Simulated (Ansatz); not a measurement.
Input:

Relaxed Sb (A7 type, space group R-3m):

```yaml
crystal:
  lattice:
    - [2.16429, 1.24956, 3.78321]
    - [-2.16429, 1.24956, 3.78321]
    - [0.00000, -2.49911, 3.78321]
  atoms:
    - { symbol: Sb, position: [0.23322, 0.23322, 0.23322] }
    - { symbol: Sb, position: [0.76678, 0.76678, 0.76678] }
```

In each cell atom 1 (Sb, nearest neighbour Sb at 2.920 Å; its periodic images, 4.3 Å or more away, move with it) moves by s·(1.000, 0.000, 0.000) (along Cartesian x), the rest being held.

Computed with r2SCAN+rVV10 (plane waves to 500 eV, PAW, scalar-relativistic; Ansatz, an electronic-structure program). k mesh 11×11×11 (Γ-centred), Fermi-Dirac smearing 0.05 eV. The energy includes the smearing's −TS. With partly filled bands, energies and forces of such displacements shift with the k mesh and the smearing. Sb was relaxed with its symmetry unable to fall. Spin-orbit coupling is left out, though Sb is heavy. The PAW data are Ansatz's earlier set. ΔE is measured from the undisplaced structure.

The scan covers s from -0.580 to 0.580 Å in 11 points.

Task: Is the energy the same for equal positive and negative displacements?

Result: Even: the same for both signs. With its periodic images moving along, the atom's site symmetry in this cell is 3m.

Task: What is the energy change at s = 0.580 Å?

Result: 602 meV/cell.

Task: What force acts on the atom along the line at s = -0.580 Å?

Result: 2.63 eV/Å.

Task: What is the force constant k = d²E/ds² of this move at s = 0?

Result: 2.41 eV/Å².

(A displaced cell: forces are minus the slopes of the energy, force constants its curvatures, and phonons follow from these.)
